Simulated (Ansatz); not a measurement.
# CsCaF3: a fit and a missing row

CsCaF3, Pm-3m, a = 4.517 Å. The structure is a Materials Project entry; whether it is the stable form wasn't checked. Ansatz: r2SCAN, PAW, 500 eV, Γ-centred 6×6×6 mesh on 5 atoms, Gaussian smearing 0.02 eV; no spin polarisation. Symmetry fixes shape and atoms, so the cell is only scaled; pressure is positive in compression.

```
V (Å³/atom) P (GPa)
     17.329     3.92
     17.882     1.79
     18.435    -0.01
     18.988        ?
     19.542    -2.79
```

Q: Take V0 = 18.435 Å³/atom, count pressures from its P0 = -0.01 GPa, fit the third-order Birch–Murnaghan form to the other rows, and predict the missing pressure.

A: With the Eulerian strain f = ½[(V0/V)^(2/3) − 1] and y = (P − P0)/[3f(1 + 2f)^(5/2)], the form is the line y = B0 + 1.5 B0 (B0′ − 4) f. Rows (f, y): 0.02105, 56.1; 0.01026, 55.6; -0.01907, 53.6. Means f = 0.004080, y = 55.100; Σ(Δf)² = 0.0008621, ΣΔfΔy = 0.05479; the slope is their ratio. y = 54.84 + 63.55 f GPa, so B0 = 54.8 GPa and B0′ = 4 + 2 × (63.55)/(3 × 54.84) = 4.77. At V = 18.988, f = -0.00976, y = 54.22 and P = -1.52 GPa. The run gave -1.52 GPa, the same to the digits shown.

Symmetry holds off the tilts and polar distortions that many cubic perovskites undergo.

Cost: 5 runs of about 0.9 core-minutes in all, on Arm Neoverse V2 (shared hosts).